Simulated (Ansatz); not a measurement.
A geometry of TiO2 away from equilibrium: the start of the relaxation of a relaxed TiO2 cell squeezed uniformly to 70 % of its volume. These are PBE (plane waves to 420 eV, PAW, scalar-relativistic; Ansatz, an electronic-structure program) values and carry that method's errors. Γ-centred k-mesh 10×10×10 on the run's cell (coarser than for final values), Fermi–Dirac smearing 0.05 eV.

```xyz
6
Lattice="-1.6863 1.6863 4.3080 1.6863 -1.6863 4.3080 1.6863 1.6863 -4.3080" Properties=species:S:1:pos:R:3 pbc="T T T"
Ti     0.0000     0.0000     4.3080
Ti     1.6863     0.0000     2.1540
O      0.0000     0.0000     2.5297
O      1.6863     0.0000     0.3757
O      1.6863     0.0000     3.9324
O      0.0000     0.0000     6.0864
```

Problem. Which atoms carry the largest force, and which way does it point?

Solution. 2.99 eV/Å, on O3, O4, O5, O6 (atoms numbered as listed); on O5 its components are (0.00, 0.00, 2.99).

Problem. What is the pressure?

Solution. +154 GPa, compression positive.

Problem. How far above the relaxed end point is this geometry?

Solution. 1.24 eV/atom; the path ends in I4₁/amd (No. 141) (anatase type).

No spin polarisation in the result.

The run could not lose the symmetry of its start.
